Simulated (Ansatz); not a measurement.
## BN: clamped-ion strain scan

The calculation used DFT PBE, scalar-relativistic, plane waves, PAW in Ansatz. Cutoff 420 eV, Γ-centred 12×12×6 k-points, Gaussian smearing of 0.05 eV. No spin polarisation. Energies are free energies at this smearing, counted from the undisturbed cell; pressure is positive in compression.

Reference structure (as given, not relaxed at this level; it stands at 0.0 GPa; this wurtzite form isn't the usual structure):

```
B N
1.0
     2.55394    0.00000    0.00000
    -1.27697    2.21178    0.00000
     0.00000    0.00000    4.22685
B N
2 2
Direct
  0.66667 0.33333 0.99972
  0.33333 0.66667 0.49972
  0.66667 0.33333 0.62528
  0.33333 0.66667 0.12528
```

The cell is strained by ε times the Voigt pattern (1, 1, 0, 0, 0, 0) (xx, yy, zz, yz, xz, xy; engineering shear) with fractional coordinates fixed.

| ε | ΔE (meV/atom) | stress summed along the pattern (GPa, tension positive) | pressure (GPa) | gap on the mesh (eV) |
| --- | --- | --- | --- | --- |
| -0.1500 | 1328.9 | -677.41 | 237.9 | 3.41 |
| -0.1125 | 673.6 | -418.04 | 146.5 | 4.05 |
| -0.0750 | 270.5 | -230.15 | 80.5 | 4.55 |
| -0.0375 | 61.5 | -95.50 | 33.3 | 4.93 |
| 0.0000 | 0.0 | -0.40 | 0.0 | 5.21 |
| 0.0375 | 49.5 | 65.36 | -23.2 | 5.41 |
| 0.0750 | 180.9 | 109.36 | -38.9 | 5.46 |
| 0.1125 | 371.2 | 137.24 | -49.1 | 4.88 |
| 0.1312 | 482.2 | 146.44 | -52.5 | 4.60 |
| 0.1500 | 602.0 | 153.12 | -55.1 | 4.18 |